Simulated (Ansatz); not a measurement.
Here is the system:

Sr₃AsN:
```cif
data_AsNSr3
_chemical_formula_sum 'Sr3 As1 N1'
_space_group_name_H-M_alt 'Pm-3m'
_space_group_IT_number 221
_space_group_name_Hall '-P 4 2 3'
_cell_length_a 5.04142
_cell_length_b 5.04142
_cell_length_c 5.04142
_cell_angle_alpha 90.000
_cell_angle_beta 90.000
_cell_angle_gamma 90.000
loop_
_atom_site_label
_atom_site_type_symbol
_atom_site_symmetry_multiplicity
_atom_site_Wyckoff_symbol
_atom_site_fract_x
_atom_site_fract_y
_atom_site_fract_z
_atom_site_occupancy
Sr1 Sr 3 c 0.00000 0.50000 0.50000 1
As1 As 1 a 0.00000 0.00000 0.00000 1
N1 N 1 b 0.50000 0.50000 0.50000 1
```

This is the PBEsol-relaxed structure.

Q: All from PBEsol in the plane-wave PAW code Ansatz, unless another level is named. Estimate the Bader charges.

A: Sr +1.29, As -1.95, N -1.93 e.

Q: What about the electronic dielectric constant ε∞ (DFPT)?

A: 10.1.

Q: What about the Born charges (a third of the trace)?

A: Sr +2.64, As -3.39, N -4.54 e.

The first step of the workflow began from a Materials Project structure, measured or hypothetical; the Crystallography Open Database copy checked does not list it. Whether it is the stable phase at ambient conditions was not checked. The cell was relaxed with PBEsol under the symmetry of its start; its stability against distortions is not shown here. Spin–orbit coupling is left out wherever it is not named.

Potentials: the later of the program's two PAW sets.
